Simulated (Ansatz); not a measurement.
Method: DFT PBE, scalar-relativistic, plane waves, PAW in Ansatz 0.2.0. All cells share a 420 eV cutoff and Γ-centred k meshes spaced at most about 0.3 Å⁻¹ (about 0.25 or finer for metals, 2π included). No spin polarisation in the final relaxations.

These are static total energies at zero pressure. All come from trial cells, and lower structures may exist.

Question: Which of these relaxed structures of Si₄PI is the lowest in energy?
A.

```
CELL_PARAMETERS angstrom
4.99629 0.00000 0.00000
-2.49814 4.32691 0.00000
0.00000 0.00000 11.28518
ATOMIC_POSITIONS crystal
Si 0.00000 0.00000 0.31231
Si 0.00000 0.00000 0.68769
Si 0.33333 0.66667 0.00000
Si 0.66667 0.33333 0.00000
P 0.00000 0.00000 0.50000
I 0.00000 0.00000 0.00000
```

B.

```
CELL_PARAMETERS angstrom
3.50156 0.00000 0.00000
0.00000 3.50156 0.00000
0.00000 0.00000 9.88941
ATOMIC_POSITIONS crystal
Si 0.50000 0.00000 0.80099
Si 0.00000 0.50000 0.19901
Si 0.50000 0.00000 0.19901
Si 0.00000 0.50000 0.80099
P 0.00000 0.00000 0.00000
I 0.50000 0.50000 0.50000
```

C.

```
CELL_PARAMETERS angstrom
0.00000 3.80234 3.80234
3.80234 0.00000 3.80234
3.80234 3.80234 0.00000
ATOMIC_POSITIONS crystal
Si 0.37340 0.37340 0.87979
Si 0.37340 0.87979 0.37340
Si 0.87979 0.37340 0.37340
Si 0.37340 0.37340 0.37340
P 0.00000 0.00000 0.00000
I 0.75000 0.75000 0.75000
```

D.

```
CELL_PARAMETERS angstrom
6.21429 0.00000 0.00000
-3.10714 5.38173 0.00000
0.00000 0.00000 3.44999
ATOMIC_POSITIONS crystal
Si 0.66667 0.33333 0.00000
Si 0.00358 0.50179 0.50000
Si 0.49821 0.50179 0.50000
Si 0.49821 0.99642 0.50000
P 0.33333 0.66667 0.00000
I 0.00000 0.00000 0.00000
```

Answer: B. It has space group P4/mmm (No. 123); the next, D, with space group P-6m2 (No. 187), lies 59 meV/atom higher. Counting P or Si atoms around I (for each partner element, those within 1.25 times its shortest distance or 1.15 times the sum of covalent radii, where it is the nearest in units of that sum or under 1.3; the shortest distance is added where it exceeds 1.18 times the sum of covalent radii), the lowest has I 8 from 3.5 Å and the next has I 15 from 3.6 Å. The lowest holds Si–Si nets (shortest 2.48 Å); the next holds Si–Si chains (shortest 2.50 Å). Even the lowest lies +0.43 eV/atom against the elements.

No dispersion correction is applied, so the spacing and binding between layers, chains or molecules are poorly described (P6/mmm), and this can change margins and order among such cells. Spin–orbit coupling, which can matter for I, is left out. A magnetic state wasn't ruled out in cells without spin, among them F-43m, P6/mmm. Cells relaxed within their symmetry can be saddle points. Some candidate types were left out of the draw beforehand, so a known form may be missing.
